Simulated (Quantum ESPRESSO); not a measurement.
## Kohn-Sham bands of Ag (bcc (W type), model phase)

```xyz
1
Lattice="-1.6557 1.6557 1.6557 1.6557 -1.6557 1.6557 1.6557 1.6557 -1.6557" Properties=species:S:1:pos:R:3 pbc="T T T"
Ag     0.0000     0.0000     0.0000
```

Cell from Materials Project (mp-2646971), symmetrised, no further relaxation. This isn't the element's usual structure (fcc); take it as a model of another phase. Method: PBEsol plane waves in Quantum ESPRESSO 7.5 (PseudoDojo norm-conserving files, 66 Ry, spinors with spin-orbit coupling), Bloch states on a 10×10×10 mesh through Γ, Wannier90 4.0.1. Density: 18×18×18 mesh, cold smearing 0.01 Ry.

Question: List the Kohn-Sham levels between −8 and 3.0 eV relative to the Fermi level at the high-symmetry points, as a band run of pw.x on that density gives them (levels within 2 meV counted together).

Answer: 
```json
[
 {"point": "Γ", "k (reciprocal lattice)": "0.000 0.000 0.000", "levels (eV)": "-7.40 (×2), -4.82 (×4), -4.43 (×2), -3.37 (×4)"},
 {"point": "H", "k (reciprocal lattice)": "0.500 -0.500 0.500", "levels (eV)": "-5.98 (×4), -2.85 (×4), -2.48 (×2)"},
 {"point": "N", "k (reciprocal lattice)": "0.000 0.000 0.500", "levels (eV)": "-6.04 (×2), -5.40 (×2), -3.53 (×2), -3.27 (×2), -2.47 (×2), -0.01 (×2)"},
 {"point": "P", "k (reciprocal lattice)": "0.250 0.250 0.250", "levels (eV)": "-5.05 (×4), -4.78 (×2), -3.26 (×4)"}
]
```
